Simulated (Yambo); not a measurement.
Yambo run on Al3BC (space group P6_3/mmc, No. 194). The wavefunctions come from this Quantum ESPRESSO step (LDA, PseudoDojo standard norm-conserving files, scalar-relativistic):

```
&CONTROL
  calculation = 'nscf'
  pseudo_dir = './pseudo'
  outdir = './out'
/
&SYSTEM
  ibrav = 0
  nat = 10
  ntyp = 3
  ecutwfc = 82.0
  ecutrho = 328.0
  occupations = 'fixed'
  force_symmorphic = .true.
  nbnd = 217
/
&ELECTRONS
  conv_thr = 1e-08
  diago_full_acc = .true.
  diago_thr_init = 1e-08
/
ATOMIC_SPECIES
B 10.8100 B.upf
C 12.0110 C.upf
Al 26.9815 Al.upf
CELL_PARAMETERS angstrom
  3.481179864000   0.000000000000   0.000000000000
 -1.740589932000   3.014790197000   0.000000000000
  0.000000000000   0.000000000000  11.468370000000
ATOMIC_POSITIONS crystal
B   0.000000000000   0.000000000000   0.000000000000
B   0.000000000000   0.000000000000   0.500000000000
C   0.333333333000   0.666666667000   0.250000000000
C   0.666666667000   0.333333333000   0.750000000000
Al   0.666666667000   0.333333333000   0.924240000000
Al   0.333333333000   0.666666667000   0.075760000000
Al   0.333333333000   0.666666667000   0.424240000000
Al   0.666666667000   0.333333333000   0.575760000000
Al   0.000000000000   0.000000000000   0.750000000000
Al   0.000000000000   0.000000000000   0.250000000000
K_POINTS automatic
6 6 1 0 0 0
```

Yambo input:

```
rim_cut
gw0
dyson
el_el_corr
HF_and_locXC
ppa
em1d
RandQpts= 1000000
RandGvec= 1 Ry
EXXRLvcs= 82 Ry
VXCRLvcs= 328 Ry
Chimod= "HARTREE"
% BndsRnXp
 1 | 216 |
%
NGsBlkXp= 8 Ry
% LongDrXp
 1.0 | 1.0 | 1.0 |
%
PPAPntXp= 27.2114 eV
% GbndRnge
 1 | 216 |
%
GTermKind= "BG"
DysSolver= "n"
ExtendOut
% QPkrange
 1 | 1 | 16 | 17 |
 4 | 4 | 16 | 17 |
%
```

k points by index: 1 = Γ, 4 = M.

Resulting energies as the program prints them:

```
#    K-point    Band    Eo [eV]    E [eV]    E-Eo [eV]    Vxc [eV]    Vnlxc [eV]    Sc|Eo [eV]    Sc|E [eV]    dSc/dw|Eo [eV]    Re(Z)    Im(Z)
#
    1    16    0.000000    -0.321421    -0.321421    -12.13837    -13.51500    0.963077    1.055215    -7.798604    0.777243    -0.001493
    1    17    1.670070    1.835735    0.165666    -11.14089    -6.919197    -4.011855    -4.056026    -7.251032    0.789594    -0.001169
    4    16    -1.280771    -1.664644    -0.383874    -11.59473    -13.30027    1.210992    1.321665    -7.843231    0.776253    -0.001672
    4    17    0.450779    0.536889    0.086110    -9.634606    -5.851424    -3.675443    -3.697071    -6.826632    0.799439    -0.001372
```
(The two width columns are left out.) Convergence of these settings isn't established.

Geometry of the Materials Project entry, not relaxed at this level.

The structure is a Materials Project entry; no match was found in the copy of COD used, and its stability was not checked.
